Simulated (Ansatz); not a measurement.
**TiSb₂ (I4/mcm): electronic heat capacity and spin susceptibility from the density of states**

Computed with DFT PBEsol, scalar-relativistic, plane waves, PAW in Ansatz.

Cutoff 420 eV; k points 8×8×8 on the computed 6-atom cell (Γ-centred); Gaussian smearing, width 0.10 eV; no spin polarisation.

Relaxed cell: I4/mcm, a = 6.635 Å, b = 6.635 Å, c = 5.714 Å, α = 90.00°, β = 90.00°, γ = 90.00°, 6 atoms in the primitive cell.

The density of states at the Fermi level is 1.108 states/eV in the cell of 6 atoms (2 formula units; both spins, tetrahedra on a 12×12×12 mesh). Averaged over bins of 0.1 eV the density runs from 0.7 to 3.9 states/eV within 0.2 eV of the Fermi level, so the figure hangs on the exact place of that level.

**Question.** What Sommerfeld coefficient and Pauli susceptibility does this give?

**Answer.** Per formula unit N(E_F) = 0.554 states/eV. γ = (π²/3) k_B² N(E_F) N_A = 2.357 mJ/(mol K²) per state/eV, so γ = 1.3 mJ/(mol K²), a mole of formula units. χ_P = μ_B² N(E_F) N_A = 3.23×10⁻⁵ emu/mol per state/eV gives 1.8×10⁻⁵ emu/mol. This is the bare band result: a measured γ of the same phase is as a rule larger by a factor 1 + λ from phonons and spin fluctuations, the spin part of χ is larger by the Stoner factor, and a measured χ also holds orbital and core terms. N(E_F) at one energy is sensitive to the mesh where the density of states has sharp peaks.

Spin-orbit coupling is left out, which matters for the bands of heavy elements.

Cost: 1 run of about 2.5 core-minutes, on Arm Neoverse V1 (shared hosts).